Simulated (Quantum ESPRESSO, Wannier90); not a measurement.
## PbF4 (I4/mmm): Wannier90 run

```
begin unit_cell_cart
ang
    4.2935000000    0.0000000000    0.0000000000
    0.0000000000    4.2935000000    0.0000000000
   -2.1467500000   -2.1467500000    3.9330200000
end unit_cell_cart
begin atoms_frac
Pb   0.0000000000  0.0000000000  0.0000000000
F   -0.2518500000 -0.2518500000  0.4963000000
F    0.2518500000  0.2518500000 -0.4963000000
F    0.0000000000  0.5000000000  0.0000000000
F    0.5000000000  0.0000000000  0.0000000000
end atoms_frac
```

Structure: Materials Project mp-341, symmetrised, not relaxed again. COD (Crystallography Open Database) has an entry of this formula and space group (matched by these alone). Level: PBEsol, no spin polarisation, no spin-orbit coupling; pw.x of Quantum ESPRESSO at 68 Ry with PseudoDojo potentials, 6×6×6 k-points, Wannier90. Density: 8×8×8 mesh, cold smearing 0.01 Ry. The cell is built of weakly bound layers, chains or molecules. Database cells relaxed without dispersion often hold them too far apart, which can enlarge gaps and weakens couplings between them; spacing and stacking were not compared with the measured crystal. Spin-orbit coupling is left out although heavy elements are present.

Bands 5-9 form an isolated set from -14.38 to -13.09 eV relative to the valence-band maximum (on the path) and are turned into 5 Wannier functions by minimising the spread from the start: atomic waves Pb 5d.

Q: Where do the functions sit, how wide are they and what are they made of?

A: 
| functions | spread (Å²) | nearest atom, distance (Å) | second atom, distance (Å) | weight on atomic waves |
|---|---|---|---|---|
| 1 | 1.27 | Pb 0.00 | F 1.98 | Pb 5d 83 %, F 2s 10 % |
| 2 | 0.59 | Pb 0.00 | F 1.98 | Pb 5d 99 % |
| 1 | 1.02 | Pb 0.00 | F 1.98 | Pb 5d 91 %, F 2s 5 % |
| 1 | 0.58 | Pb 0.00 | F 1.98 | Pb 5d 99 % |

Ω_I = 4.04 Å², Ω_total = 4.05 Å²; the interpolated bands follow pw.x to 0.0 meV rms on the path. Only this start was tried; a symmetric start can stop on a saddle, and mixtures of these functions could lower the total by at most Ω_total − Ω_I.
